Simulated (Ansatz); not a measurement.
## Kick test of a cell of Al₄Fe₃Co

The structure comes from a generated guess, relaxed at this level; another structure or a mixture of phases may lie lower.

Level of theory: DFT PBE, scalar-relativistic, plane waves, PAW in Ansatz 0.2.0. Cutoff 420 eV; k points 10×10×10 on the computed 8-atom cell (Γ-centred); Gaussian smearing, width 0.10 eV; collinear spin from starting moments 0.0 0.0 0.0 0.0 0.0 0.9 0.9 0.9 μB.

The cell below (8 atoms, space group Im-3m (No. 229)) is relaxed within its symmetry.

```xyz
8
Lattice="-2.8681 2.8681 2.8681 2.8681 -2.8681 2.8681 2.8681 2.8681 -2.8681" Properties=species:S:1:pos:R:3 pbc="T T T"
Al    1.4340   -1.4340    1.4340
Al    1.4340    1.4340    1.4340
Al    1.4340    1.4340   -1.4340
Al   -1.4340    1.4340    1.4340
Co    0.0000    0.0000    0.0000
Fe    0.0000    2.8681    0.0000
Fe    0.0000    0.0000    2.8681
Fe    2.8681    0.0000    0.0000
```

For the test it was strained at random (σ = 1.5 % a component), the atoms were moved at random (σ = 0.10 Å), and all was relaxed again on a coarse 6×6×6 mesh (in the run’s order of axes) with 0.20 eV smearing, with no symmetry imposed.

Another magnetic order may lie lower.

Task: Is the structure stable against such a distortion?

Result: It returns, within 1 meV/atom of the unmoved cell on that mesh and with the same symmetry when read at 0.1 Å. So it is stable against the distortions that fit this cell and that this random move excites. Modes that don't fit the cell aren't tested.
